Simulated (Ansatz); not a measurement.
## CaSi2Sb2 and the effect of the functional

```cif
data_structure
_symmetry_space_group_name_H-M 'P-3m1'
_symmetry_Int_Tables_number 164
_cell_length_a 4.9974
_cell_length_b 4.9974
_cell_length_c 5.8617
_cell_angle_alpha 90.000
_cell_angle_beta 90.000
_cell_angle_gamma 120.000
_cell_volume 126.78
loop_
_atom_site_label
_atom_site_type_symbol
_atom_site_symmetry_multiplicity
_atom_site_Wyckoff_symbol
_atom_site_fract_x
_atom_site_fract_y
_atom_site_fract_z
_atom_site_occupancy
Ca1 Ca 1 a 0.00000 0.00000 0.00000 1
Si1 Si 2 d 0.33333 0.66667 0.25648 1
Sb1 Sb 2 d 0.33333 0.66667 0.72240 1
```

The cell comes from a database or a generator and needn't be the stable form of this composition.

Kept alike: task band structure; k mesh 5 × 5 × 4; occupations fermi-dirac, width 0.05 eV; no spin polarisation. Program: Ansatz, Ansatz PAW. Cutoffs run from 420 to 500 eV. The mesh is that of the run's cell of 5 atoms. No spin-orbit coupling.

| functional | pressure (GPa) |
| --- | --- |
| BLYP | 3.86 |
| LDA | -3.50 |
| PBE | -0.05 |
| PBEsol | -2.25 |
| RPBE | 1.32 |
| r2SCAN | -0.85 |
| revPBE | 0.96 |

Pressure is positive in compression, with a Pulay correction for the finite cutoff. For a metal such a mesh leaves the last digits unconverged. All rows use potentials made for PBE.

The pressure runs from -3.50 (LDA) to 3.86 GPa (BLYP). From PBE: BLYP +3.91; LDA -3.45; PBEsol -2.20; RPBE +1.37; r2SCAN -0.80; revPBE +1.01.
